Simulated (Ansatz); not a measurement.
The relaxed structure here is a generated cell of Ta2N: the first start was made by placing the elements on the sites of a structure type, and the end was not matched to a known phase here, so it may be hypothetical.

The start is a generated cell, Ta2N placed in the AFLOW prototype A2B_oC12_63_2c_c (C49, as in ZrSi2). The cell and all atomic positions are relaxed at zero pressure with r2SCAN (plane waves to 500 eV, PAW, scalar-relativistic; Ansatz, an electronic-structure program). The first steps use a coarse 7×7×7 k-mesh.

The start:
```
CELL_PARAMETERS angstrom
      1.71217    -6.75688     0.00000
      1.71217     6.75688     0.00000
      0.00000     0.00000     3.36926
ATOMIC_POSITIONS crystal
  Ta 0.93900 0.06100 0.25000
  Ta 0.06100 0.93900 0.75000
  Ta 0.25000 0.75000 0.25000
  Ta 0.75000 0.25000 0.75000
  N  0.60400 0.39600 0.25000
  N  0.39600 0.60400 0.75000
```

Q: How much energy is released per atom?

A: 0.81 eV/atom.

Q: How does the volume per atom move from start to end?

A: +16.5 %, from 12.99 to 15.14 Å³/atom.

Q: How do the shortest distances between atoms change?

A: The closest pairs of elements (up to four, under 3.6 Å), start → end: N–Ta 2.47 → 2.13 Å; Ta–Ta 2.36 → 2.63 Å; N–N 3.28 → 3.06 Å.

Q: What band gap does the relaxed structure have at this level?

A: Zero (metallic).

Q: What does it relax into? Give the structure.

A: 
Space group Cmcm (No. 63); a = 4.2642 Å, b = 13.9025 Å, c = 3.0638 Å, α = β = γ = 90.00°

```json
[
 {"atom": "Ta", "site": "4c", "symmetry": "m2m", "x": "0.0000", "y": "0.0836", "z": "0.7500"},
 {"atom": "Ta", "site": "4c", "symmetry": "m2m", "x": "0.0000", "y": "0.2570", "z": "0.2500"},
 {"atom": "N", "site": "4c", "symmetry": "m2m", "x": "0.0000", "y": "0.6365", "z": "0.2500"}
]
```
(The calculation used a cell of 6 atoms; values per cell refer to that cell.)

The space group stays Cmcm (No. 63) (the run could not lower it), with 6 atoms in the primitive cell. Final values are on a 12×12×15 k-mesh of the relaxed cell. The start holds a very short contact (Ta–Ta 2.36 Å). No spin polarisation in the result.

The run could not lose the symmetry of its start: the end is stationary, and may be a saddle point rather than a minimum.
